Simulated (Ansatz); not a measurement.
Values for one crystal, relaxed and computed with plane-wave PAW PBE+D3(BJ) (Ansatz code); other levels are named.

| Item | Value |
|---|---|
| Volume per atom | 12.24 Å³ |
| Electronic character | metallic (no gap) |
| Density of states at the Fermi level | 0.29 states/eV per atom (mean over ±0.08 eV) |
| Formation energy from the elements (no fitted shifts) | -0.23 eV/atom |

Problem. Which of these materials gives this?
(A) SiTe2, R-3m (Si on 3a, Te on 6c)
(B) Te2Pt, P-3m1 (Te on 2d, Pt on 1a)
(C) Si2Ni, P-3m1 (Ni on 1a, Si on 2d)
(D) Ge2Sb2TeSe4, P-3m1 (Pearson symbol hP9)

Solution. C, Si2Ni, P-3m1 (Ni on 1a, Si on 2d)

The start of the workflow was typed in or built on a structure type; neither database checked (COD, Materials Project) lists it. It is not the phase usual at ambient conditions (space group No. 225). The PBE+D3(BJ) relaxation kept the symmetry of its start; its stability against distortions is not shown here. The workflow began spin-polarised and lost its moments. The volume moved by -28 % from the start of the relaxation. The references are the lowest solids computed at this level, not always the standard phases.

Potentials: the earlier of the program's two PAW sets.
